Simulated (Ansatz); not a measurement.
# LDA, PBE, PBEsol and r²SCAN on MnHg

```xyz
2
Lattice="3.2880 0.0000 0.0000 0.0000 3.2880 0.0000 0.0000 0.0000 3.3130" Properties=species:S:1:pos:R:3 pbc="T T T"
Mn    1.6440    1.6440    1.6565
Hg    0.0000    0.0000    0.0000
```

Atom numbers follow the list: Mn1, Hg2.

Conventional cell: a = 3.288 Å, b = 3.288 Å, c = 3.313 Å, α = 90.00°, β = 90.00°, γ = 90.00°. Mn (atom 1) has 8 Hg at 2.85 Å as nearest neighbours. Hg (atom 2) has 8 Mn at 2.85 Å as nearest neighbours.

The cell is COD entry 1522568, as deposited and not checked against the literature; nothing was relaxed.

The magnetic state is the one reached from the start moments; no search over orders was made, so it needn't be the ground state.

Spin–orbit coupling is left out, though it moves levels of the heavy atoms by tenths of an eV or more.

One fixed cell is solved with several functionals by PAW with the default files in Ansatz 0.2.0, scalar-relativistically. A positive pressure means that the functional wants a larger cell.

The PAW files were made with PBE; their cores are remade for each functional.

Settings: a Γ-centred 10×10×10 k mesh, Fermi–Dirac smearing of 0.05 eV, cutoff 420 eV, spin-polarised from start moments Mn1 4 μB.

Cutoffs: PBE 420 eV, LDA 420 eV, PBEsol 420 eV, r²SCAN 500 eV.

Q: Order the settings by the pressure that they give at this fixed cell, lowest first.
A. PBE
B. LDA
C. r²SCAN
D. PBEsol

A: B (-8.77 GPa), D (-4.07 GPa), A (1.62 GPa), C (2.74 GPa).

```
setting  P (GPa)  spin moment on Mn1 (μB)  lowest spin-up level at Γ above −25 eV, from the valence-band top or, without a gap, the Fermi level (eV)
    PBE     1.62                     3.83                                                                                                      -9.77
    LDA    -8.77                     3.72                                                                                                      -9.72
 PBEsol    -4.07                     3.82                                                                                                      -9.81
 r²SCAN     2.74                     4.18                                                                                                     -10.52
```
